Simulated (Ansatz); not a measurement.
Formation energies in the Cl–Zr system, lowest calculated structure of each composition. Computed with r2SCAN (plane waves to 500 eV, PAW, scalar-relativistic; Ansatz, a program for electronic structure). Element references, the lowest calculated here: Cl (Cmce), Zr (P6/mmm, not the ambient form); gases are represented by their molecular solids.

```csv
phase,x(Zr),space group,E_f (eV/atom)
Cl,0.000,Cmce,0.00
ZrCl4,0.200,P2/c,-2.02
ZrCl2,0.333,Fm-3m,-1.19
Zr,1.000,P6/mmm,0.00
```

Problem. Construct the convex hull: which compounds lie on it, and how far above it are the others?

Solution. For ZrCl2 a lower structure may exist, so the energies are upper bounds and are not judged. On the hull: ZrCl4. ZrCl2 0.49 eV/atom above.

Hull of the energies calculated here, no anion corrections, zero temperature, no zero-point energy; an uncalculated phase could lie lower. Values are rounded to 0.01 eV/atom. Not shown to be the ambient phase of their composition (a lower form may be missing, and a cell relaxed within its start's symmetry can be a saddle point): ZrCl2 (Fm-3m). The compounds carry no spin polarisation. A magnetic state may lie lower. The d or f electrons are treated with no Hubbard U.
